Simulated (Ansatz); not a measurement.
ZrO:
```cif
data_O3Zr3
_chemical_formula_sum 'Zr3 O3'
_space_group_name_H-M_alt 'P-62m'
_space_group_IT_number 189
_space_group_name_Hall 'P -6 -2'
_cell_length_a 5.24836
_cell_length_b 5.24836
_cell_length_c 3.16591
_cell_angle_alpha 90.000
_cell_angle_beta 90.000
_cell_angle_gamma 120.000
loop_
_atom_site_label
_atom_site_type_symbol
_atom_site_symmetry_multiplicity
_atom_site_Wyckoff_symbol
_atom_site_fract_x
_atom_site_fract_y
_atom_site_fract_z
_atom_site_occupancy
Zr1 Zr 1 a 0.00000 0.00000 0.00000 1
Zr2 Zr 2 d 0.33333 0.66667 0.50000 1
O1 O 3 f 0.00000 0.40670 0.00000 1
```

Relaxed at zero pressure with the program Ansatz at the PBEsol level (PAW).

Problem. The volume is raised by 9 % and shape and atoms relax at that volume. What pressure results, and how do the axes share the change?

Solution. -15.3 GPa; a 3.2 %, b 3.2 %, c 2.3 %; the energy rises by 58 meV/atom.

Problem. Give the new structure.

Solution. 
Space group P-62m (No. 189); a = b = 5.417 Å, c = 3.239 Å, α = β = 90.00°, γ = 120.00°

```json
[
 {"atom": "Zr", "site": "1a", "symmetry": "-62m", "x": "0.0000", "y": "0.0000", "z": "0.0000"},
 {"atom": "Zr", "site": "2d", "symmetry": "-6..", "x": "0.3333", "y": "0.6667", "z": "0.5000"},
 {"atom": "O", "site": "3f", "symmetry": "m2m", "x": "0.0000", "y": "0.4015", "z": "0.0000"}
]
```

The phase is kept; no other phase was compared at this pressure.

The start of the workflow was typed in or built on a structure type; neither database checked (COD, Materials Project) lists it. COD files the formula under space group No. 225. Its standing as an ambient phase is unchecked. The cell was relaxed with PBEsol under the symmetry of its start; its stability against distortions is not shown here. No spin polarisation was allowed.

Potentials: the earlier of the program's two PAW sets. The files were generated under PBE; for other functionals the program regenerates the frozen cores, and for LDA and PBEsol the local potential too.
